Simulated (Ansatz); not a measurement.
ZrRh3: relaxed-ion elastic tensor

Method: DFT LDA, scalar-relativistic, plane waves, PAW in Ansatz. Plane waves to 420 eV; Γ-centred k mesh 12×12×12; Fermi-Dirac smearing of 0.15 eV. No spin polarisation.

Equilibrium structure at this level:
```xyz
4
Lattice="3.8787 0.0000 0.0000 0.0000 3.8787 0.0000 0.0000 0.0000 3.8787" Properties=species:S:1:pos:R:3 pbc="T T T"
Zr    0.0000    0.0000    0.0000
Rh    0.0000    1.9394    1.9394
Rh    1.9394    0.0000    1.9394
Rh    1.9394    1.9394    0.0000
```

In a metal, frequencies and elastic constants depend on the k mesh and the smearing, soft modes and shear constants most.

**Question.** Give the relaxed-ion elastic constants (GPa, Voigt order xx yy zz yz xz xy, on the axes of the cell above).

**Answer.**
C11 = 364.5, C12 = 196.0, C13 = 196.0, C22 = 364.5, C23 = 196.0, C33 = 364.5, C44 = 164.3, C55 = 164.3, C66 = 164.3 GPa; the others vanish.

**Question.** Is the crystal stable against homogeneous strain?

**Answer.** Yes: the least eigenvalue of the tensor is 164.4 GPa.

**Question.** And the moduli of a polycrystal (Hill averages)?

**Answer.** B = 252 GPa, G = 126 GPa, E = 323 GPa, ν = 0.29.

Cost: 1 run of about 1.8 core-minutes, on Arm Neoverse V2 (shared hosts).